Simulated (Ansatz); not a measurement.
From the elastic tensor of GeMo to moduli and sound speeds

All numbers below come from Ansatz 0.2.0, DFT PBE, scalar-relativistic, plane waves, PAW. Settings: 420 eV plane-wave cutoff, Γ-centred 18×18×16 mesh, Fermi-Dirac smearing of 0.15 eV. No spin polarisation.

Space group P-6m2 (No. 187), hexagonal, a = 3.206 Å, c = 3.611 Å. Ge has 6 Mo at 2.59 Å; Mo is surrounded by 6 Ge at 2.59 Å.

The cell was found from a structure generator's guess, not taken from experiment. In a metal, frequencies and elastic constants depend on the k mesh and the smearing, soft modes and shear constants most.

Relaxed-ion constants (GPa, on the Cartesian axes of the calculation):
C11 = 233.8, C12 = 105.4, C13 = 167.4, C22 = 233.8, C23 = 167.4, C33 = 303.6, C44 = 166.5, C55 = 166.5, C66 = 64.2 GPa; the others vanish.

Density 8.711 g/cm³; 2 atoms in 32.14 Å³.

With S = C⁻¹: B_V = (C11+C22+C33+2(C12+C13+C23))/9, G_V = (C11+C22+C33−C12−C13−C23+3(C44+C55+C66))/15, 1/B_R = S11+S22+S33+2(S12+S13+S23), 15/G_R = 4(S11+S22+S33−S12−S13−S23)+3(S44+S55+S66); Hill is their mean. Then v_l = √((B+4G/3)/ρ), v_t = √(G/ρ), v_m = [(2/v_t³+1/v_l³)/3]^(−1/3) and Θ = (ħ/k_B)·v_m·(6π²n/V)^(1/3) for n atoms in the volume V; E = 9BG/(3B+G), ν = (3B−2G)/(2(3B+G)) and A^U = 5G_V/G_R + B_V/B_R − 6.

```
Bulk modulus, Voigt / Reuss / Hill          : 183.5 / 169.6 / 176.6 GPa
Shear modulus, Voigt / Reuss / Hill         : 101.5 / 75.0 / 88.3 GPa
Young's modulus                             : 227 GPa
Poisson ratio                               : 0.286
Pugh ratio B/G                              : 2.00 (over 1.75, the rule of thumb for ductile)
Universal anisotropy index                  : 1.85
Longitudinal and transverse sound speeds    : 5812 and 3183 m/s
Debye temperature from the mean sound speed : 419 K
```
